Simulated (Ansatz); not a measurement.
Be (hcp (Mg type)), relaxed with r²SCAN+D4 (Ansatz, an electronic-structure program, plane waves, PAW): a = b = 2.256 Å, c = 3.561 Å, α = β = 90.00°, γ = 120.00°.

**Question.** The same phase is relaxed and computed with LDA in the same code. What is the cell now?

**Answer.** a = 2.226 Å, b = 2.226 Å, c = 3.516 Å, α = 90.00°, β = 90.00°, γ = 120.00°.

All cells were relaxed under the symmetry of their starts (and spin orders); stability against distortions was not tested throughout.

Potentials: the earlier of the program's two PAW sets.

Ansatz is a plane-wave DFT program.
